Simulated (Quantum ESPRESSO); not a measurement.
## One change at a time to Ag2CuOs2Ta3

All numbers below are calculated, not measured. They come from Quantum ESPRESSO 7.5, a public plane-wave density functional program. Each row is one single-point run on a made-up periodic cell of eight metal atoms, with elements, volume, strain and displacements drawn at random and not relaxed, so a cell may be unstable or far from any real phase. There is no spin polarisation or spin-orbit coupling.

Settings: PBE unless stated; PseudoDojo standard norm-conserving files; Fermi-Dirac width 0.25 eV, which means electrons at about 2900 K; cutoff 1252 eV; 5 x 5 x 4 k mesh shifted half a step off Gamma. E is the free energy of the whole cell (internal energy minus TS), so a -TS column is already part of it. Stress is positive in tension, and the pressure P is minus a third of its trace.

Checks: one run of this series was repeated at a higher cutoff and on a denser mesh, which moved values by no more than 0.002 eV, 0.08 GPa and 0.017 eV/Å, and a second program with other atomic files agreed on it to 2 % rms in force and 0.5 GPa in pressure. Known limits: the copper pseudopotential is less sure than most, with forces differing by about three percent and pressure by about two GPa from a second method on plain copper; heavy elements are run without spin-orbit coupling, which real alloys of them have; a spin test at this wide smearing found no moment, but such smearing suppresses magnetism that the real alloy may have.

The lattice is face-centred cubic, and the cell vectors in Å are (-2.013, -4.026, -2.013); (-4.026, 2.013, 2.013); (0.000, 4.026, -4.026), a volume of 130.55 Å³ in run 1. The elements on sites 1 to 8 are Ag Ta Cu Ag Os Os Ta Ta. Each later run makes one change to run 1 and keeps the rest. E is counted from run 1, and is n/a where other atomic files have another zero of energy.

| run | change | V (Å³) | P (GPa) | -TS (eV) | rms force (eV/Å) | largest change of a force component (eV/Å) | E (eV) |
|---|---|---|---|---|---|---|---|
| 1 | none | 130.55 | 4.64 | -1.293 | 1.209 | 0.000 | 0.000 |
| 2 | sites 3 and 5 exchanged | 130.55 | 4.62 | -1.307 | 1.414 | 1.620 | 0.533 |
| 3 | all lengths scaled by +0.87 % | 133.99 | -0.60 | -1.332 | 1.092 | 0.331 | -0.042 |
| 4 | LDA in place of PBE | 130.55 | -9.05 | -1.305 | 1.039 | 0.447 | n/a |
| 5 | In on site 3 | 130.55 | 17.15 | -1.182 | 1.511 | 2.025 | n/a |
| 6 | site 8 moved by -0.14 Å along z | 130.55 | 5.54 | -1.266 | 1.357 | 1.546 | ? |

## Worked estimate

Along the move dE = -F dx. The force on site 8 along z is 0.913 eV/Å in run 1 and 2.459 eV/Å in run 6, and the move is -0.14 Å, so the mean force times the move gives an estimate.

## Withheld value

Question: what E should run 6 give?

The estimate is 0.236 eV. The calculation gave 0.235 eV.
